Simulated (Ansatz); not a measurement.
# YbCdCu₄, a database entry at a rescaled volume

```
CELL_PARAMETERS angstrom
0.00000 3.54019 3.54019
3.54019 0.00000 3.54019
3.54019 3.54019 0.00000
ATOMIC_POSITIONS crystal
Cu 0.37413 0.37413 0.37413
Cu 0.87761 0.37413 0.37413
Cu 0.37413 0.37413 0.87761
Cu 0.37413 0.87761 0.37413
Cd 0.00000 0.00000 0.00000
Yb 0.75000 0.75000 0.75000
```

The numbers come from plane-wave PAW DFT (Ansatz): r2SCAN, no spin polarisation, 500 eV, 6×6×6 Γ-centred k points, fermi-dirac occupations (width 0.1 eV). Nothing was relaxed.

Problem. Describe some of the short contacts.

Solution. Cu–Cu at 2.49 Å: least valence density 0.30 e/Å³ and ELF 0.24 there. Cd–Cu at 2.93 Å: least valence density 0.19 e/Å³ and ELF 0.25 there. Yb–Cu at 2.94 Å: least valence density 0.16 e/Å³ and ELF 0.12 there. Both are smooth PAW fields, read partly inside the augmentation spheres.

Problem. Are the atoms at rest?

Solution. Nearly at rest: the largest force is 0.030 eV/Å.

Problem. Is the cell too large or too small?

Solution. The pressure is 2.4 GPa (compression positive), so with the atoms held at these fractions the cell would first expand.

Problem. Is it stable against the elements?

Solution. -0.20 eV an atom against the elements' usual phases (free molecules for gases, crystals otherwise, with no correction for O₂ or N₂), so it is bound against them; other compounds may still compete. Relaxing would lower it.

Problem. Give the Bader charges.

Solution. Bader charges in e: Yb +1.37, Cd -0.07, Cu -0.33. In the mean Yb gives up most and Cu takes most.

Problem. What happens at the Fermi level?

Solution. It is a metal, with about 4.8 states/eV a cell as the mean within 0.25 eV of the Fermi level, mostly Yb f (26 %), Yb d (23 %) and Cu d (16 %).

Origin: a database entry at a rescaled volume. Caveats: no spin polarisation, so a magnetic state may lie lower; f levels without a U or exact exchange are poorly placed.
